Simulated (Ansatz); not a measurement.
Relaxed-ion elastic tensor of TiAl2O5 in space group Cmc2_1 (No. 36; Pearson symbol oS32) in GPa (Voigt order), the program Ansatz at the PBEsol level (PAW); density 3.69 g/cm³, 10.21 Å³ per atom.

```
 354   159   144   0.0   0.0   0.0
 159   343  90.1   0.0   0.0   0.0
 144  90.1   332   0.0   0.0   0.0
 0.0   0.0   0.0  82.2   0.0   0.0
 0.0   0.0   0.0   0.0   128   0.0
 0.0   0.0   0.0   0.0   0.0  70.2
```

Q: Is the crystal mechanically stable?

A: Yes: the smallest eigenvalue of C is 70.2 GPa.

Q: Work out the Voigt, Reuss and Hill averages.

A: K_V = 202, K_R = 199, K_H = 200; G_V = 98.5, G_R = 93.0, G_H = 95.8 GPa.

Q: Give Young's modulus, Poisson's ratio, Pugh's ratio and the universal anisotropy index.

A: E = 9KG/(3K + G) = 248 GPa; ν = 0.29; K/G = 2.09 (ductile by the Pugh limit of 1.75); A_U = 5G_V/G_R + K_V/K_R − 6 = 0.31.

Q: Estimate the sound speeds and the Debye temperature.

A: v_l = √((K + 4G/3)/ρ) = 9420 m/s, v_t = √(G/ρ) = 5090 m/s, mean 5680 m/s; Θ = (h/k)(3n/4πV)^(1/3) v_m = 780 K.

Q: Solve the Christoffel equation for the three sound speeds along x, y, z.

A: Eigenvalues of C_ijkl n_j n_l equal ρv² (piezoelectric stiffening left out). In km/s, slowest first: x 4.36, 5.90, 9.79; y 4.36, 4.72, 9.63; z 4.72, 5.90, 9.47.

Q: How much does each axis shrink under pressure?

A: Linear compressibilities β_i = Σ_j S_ij (j = 1 to 3): x 1.2, y 1.8, z 2.0 per TPa.

The first step of the workflow began from a Materials Project structure, measured or hypothetical; the Crystallography Open Database copy checked does not list it. Its standing as an ambient phase is unchecked. The PBEsol relaxation kept the symmetry of its start; its stability against distortions is not shown here. The run is not spin-polarised.

Potentials: the later of the program's two PAW sets.
